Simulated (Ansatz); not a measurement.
## Fields on a plane of Sr (fcc, Cu type)

```xyz
1
Lattice="0.0000 3.0147 3.0147 3.0147 0.0000 3.0147 3.0147 3.0147 0.0000" Properties=species:S:1:pos:R:3 pbc="T T T"
Sr     0.0000     0.0000     0.0000
```

The slice is a {111} plane (indices of the conventional cell) through the point (0.000, 0.000, 0.000) (fractional), spanned by u = [100] and v = [-1 2 0] in vectors of this cell: u (4.26 Å) and v (7.38 Å, at 90° to u). It covers one period; positions are fractions (u, v).

Atoms on it: Sr at (0.00, 0.00); Sr at (0.50, 0.50).

These are PBE (plane waves to 420 eV, PAW, scalar-relativistic; Ansatz, a quantum-chemistry and plane-wave program) values and carry that method's errors. k mesh 13×13×13. Inside the PAW spheres the values are not all-electron values, and peaks at nuclei hang on which shells count as valence. Sr was relaxed with its symmetry unable to fall.

```
|xx998300121003899x|
|x89971002320017998|
|999830002420003899|
|987400013431000478|
|432000134543100023|
|000001234543210000|
|000012333333321000|
|111222211111222211|
|333321000000012333|
|543210000000001234|
|543100023432000134|
|431000478987400013|
|420003899999830002|
|320017998x89971002|
|21003899xxx9983001|
|2100399xxxxx993001|
|21003899xxx9983001|
|320017998x89971002|
|420003899999830002|
|431000478987400013|
|543100023432000134|
|543210000000001234|
|333321000000012333|
|111222211111222211|
|000012333333321000|
|000001234543210000|
|432000134543100023|
|987400013431000478|
|999830002420003899|
|x89971002320017998|
|xx998300121003899x|
|xxx9930012100399xx|
```
Scale: ten equal steps from 0.07 (start of '0') to 0.87 (end of '9'), in the order '0123456789'. Values: electron localisation function (ELF). The map has 18 points along u (one character each, u = 0 at the left) and 32 along v (v = 0 in the bottom row). Points within 0.5 Å of a nucleus are blanked (x), as the pseudised field means little there.

```
|xxxxxxxxxx  --**%%%%%%**--  xxxxxxxx|
|xxxxxxxx    ==##%%@@%%##==    xxxxxx|
|xxxxxxxx  ::**%%@@@@@@%%**::  xxxxxx|
|xxxx    ..==##%%@@@@@@%%##==..    xx|
|      ::==**%%@@@@@@@@@@%%**==::    |
|----==++**##%%@@@@@@@@@@%%##**++==--|
|****####%%%%@@@@@@@@@@@@@@%%%%####**|
|%%%%%%%%%%%%%%%%%%%%%%%%%%%%%%%%%%%%|
|@@@@@@@@%%%%####******####%%%%@@@@@@|
|@@@@@@%%##**++==------==++**##%%@@@@|
|@@@@@@%%**==::          ::==**%%@@@@|
|@@@@%%##==..    xxxxxx    ..==##%%@@|
|@@@@%%**::  xxxxxxxxxxxxxx  ::**%%@@|
|@@%%##==    xxxxxxxxxxxxxx    ==##%%|
|%%%%**--  xxxxxxxxxxxxxxxxxx  --**%%|
|%%%%**--  xxxxxxxxxxxxxxxxxx  --**%%|
|%%%%**--  xxxxxxxxxxxxxxxxxx  --**%%|
|@@%%##==    xxxxxxxxxxxxxx    ==##%%|
|@@@@%%**::  xxxxxxxxxxxxxx  ::**%%@@|
|@@@@%%##==..    xxxxxx    ..==##%%@@|
|@@@@@@%%**==::          ::==**%%@@@@|
|@@@@@@%%##**++==------==++**##%%@@@@|
|@@@@@@@@%%%%####******####%%%%@@@@@@|
|%%%%%%%%%%%%%%%%%%%%%%%%%%%%%%%%%%%%|
|****####%%%%@@@@@@@@@@@@@@%%%%####**|
|----==++**##%%@@@@@@@@@@%%##**++==--|
|      ::==**%%@@@@@@@@@@%%**==::    |
|xxxx    ..==##%%@@@@@@%%##==..    xx|
|xxxxxxxx  ::**%%@@@@@@%%**::  xxxxxx|
|xxxxxxxx    ==##%%@@%%##==    xxxxxx|
|xxxxxxxxxx  --**%%%%%%**--  xxxxxxxx|
|xxxxxxxxxx  --**%%%%%%**--  xxxxxxxx|
```
Scale: ten equal steps from -2.00 (start of ' ') to 6.11 (end of '@'), in the order ' .:-=+*#%@'. Values: electrostatic potential energy of an electron, from the cell's mean, in eV. The map has 18 points along u (two characters each, u = 0 at the left) and 32 along v (v = 0 in the bottom row). Points within 1 Å of a nucleus are blanked (x), as the pseudised field means little there. Values under -2 eV are set to -2. The zero, the cell's mean, hangs on the PAW cores.

- Density on the Sr–Sr line (4.26 Å) at its midpoint: 0.04 e/Å³
- ELF at that point: 0.28
